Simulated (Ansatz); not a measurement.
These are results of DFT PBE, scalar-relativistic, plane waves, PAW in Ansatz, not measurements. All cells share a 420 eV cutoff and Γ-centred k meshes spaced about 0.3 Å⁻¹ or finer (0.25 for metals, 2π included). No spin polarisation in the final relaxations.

All energies are static (0 K, no zero-point motion). All come from trial cells, and lower structures may exist.

Task: These unrelaxed guesses for La₂SnO are each relaxed within their symmetry. Order them by the energy at which they end, lowest first.
A.

```
La Sn O
1.0
    -4.05053    4.05053    3.19684
     4.05053   -4.05053    3.19684
     4.05053    4.05053   -3.19684
La Sn O
4 2 2
Direct
  0.66227 0.16227 0.82453
  0.33773 0.83773 0.17547
  0.83773 0.66227 0.50000
  0.16227 0.33773 0.50000
  0.75000 0.75000 0.00000
  0.25000 0.25000 0.00000
  0.75000 0.25000 0.50000
  0.25000 0.75000 0.50000
```

B.

```
La Sn O
1.0
     4.05000    0.00000    0.00000
    -2.02500    3.50740    0.00000
     0.00000    0.00000   13.30000
La Sn O
4 2 2
Direct
  0.66667 0.33333 0.91000
  0.33333 0.66667 0.09000
  0.33333 0.66667 0.41000
  0.66667 0.33333 0.59000
  0.66667 0.33333 0.25000
  0.33333 0.66667 0.75000
  0.00000 0.00000 0.00000
  0.00000 0.00000 0.50000
```

C.

```
La Sn O
1.0
     3.90412    0.00000    0.00000
     0.82663    5.38244    0.00000
     1.93120    1.05242    4.98231
La Sn O
2 1 1
Direct
  0.00000 0.50000 0.50000
  0.50000 0.00000 0.50000
  0.50000 0.50000 0.00000
  0.00000 0.00000 0.50000
```

Result: A (ends in I4/mcm, 0 meV/atom), C (ends in P4/mmm, 150 meV/atom), B (ends in P6_3/mmc, 170 meV/atom).

With atoms moved at random, I4/mcm came back. Without a clear test, and held by symmetry: P4/mmm and P6_3/mmc. Some types were kept out of the candidates beforehand, so the set may lack a known form.
